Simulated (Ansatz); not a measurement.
**Trial structures of Sn3As: starts and ends**

Level of theory: DFT PBE, scalar-relativistic, plane waves, PAW in Ansatz. All cells share a 420 eV cutoff and Γ-centred k meshes spaced at most about 0.3 Å⁻¹ (about 0.25 or finer for metals, 2π included). No spin polarisation in the final relaxations.

Each guess was relaxed in cell and atoms at zero pressure, within the symmetry of its start. Temperature and zero-point effects are left out. Coordination counts Sn atoms around As (those within 1.25 times the shortest such distance or 1.15 times the sum of covalent radii; a plus sign parts nearer from farther groups; the shortest distance is added where it is long for a bond).

```tsv
guess	made from	start group	V start (Å³/atom)	end group	V end (Å³/atom)	coordination at the end	gap on mesh (eV)	E over the lowest end (meV/atom)
1	random cell	Cmmm	31.4	Cmmm	29.2	As 8	0	7
2	a Materials Project cell	P6_3/mmc	25.8	P6_3/mmc (Ni3Sn (D0_19))	25.7	As 12 from 3.3 Å	0	0
3	random cell	P6/mmm	32.9	?	?	?	?	?
4	random cell	Fm-3m	30.8	Fm-3m (BiF3 (D0_3))	25.5	As 8+6 from 3.2 Å	0	25
```

Guess 3 as it starts:

```
CELL_PARAMETERS angstrom
5.12748 0.00000 0.00000
-2.56374 4.44053 0.00000
0.00000 0.00000 5.78565
ATOMIC_POSITIONS crystal
Sn 0.33333 0.66667 0.00000
Sn 0.66667 0.33333 0.00000
Sn 0.00000 0.00000 0.50000
As 0.00000 0.00000 0.00000
```

Q: Predict the end of this guess and its energy over the lowest end.

A: It ends in the Li3N type, space group P6/mmm (No. 191), with a = 5.426 Å, c = 5.348 Å, 34.1 Å³/atom and no gap. It lies 0.35 eV/atom over the lowest end, above guess 4 and so the highest of the set. Counting Sn atoms around As, this end has As 2+6 and the lowest (guess 2) has As 12 from 3.3 Å.

```xyz
4
Lattice="5.4257 0.0000 0.0000 -2.7129 4.6988 0.0000 0.0000 0.0000 5.3482" Properties=species:S:1:pos:R:3 pbc="T T T"
Sn    0.0000    3.1325    0.0000
Sn    2.7129    1.5663    0.0000
Sn    0.0000    0.0000    2.6741
As    0.0000    0.0000    0.0000
```

Formation energies are uncorrected and refer to the elements' standard structures at the same level. The references include grey tin.

Q: Is the lowest end bound against the elements?

A: No: its formation energy is +0.14 eV/atom. The separate elements lie lower, so it is unstable against them.

The k mesh leaves some 4 meV/atom of noise in the energy of each metallic cell. In Cmmm, Fm-3m, P6/mmm an odd number of electrons in the primitive cell allows no gap without spin; a larger cell or a magnetic state could open one. A magnetic state wasn't ruled out in cells without spin, among them Cmmm, Fm-3m, P6/mmm. The reference form of As is held partly by dispersion forces, which this level lacks. Cells relaxed within their symmetry can be saddle points. Some types were kept out of the candidates beforehand, so the set may lack a known form.
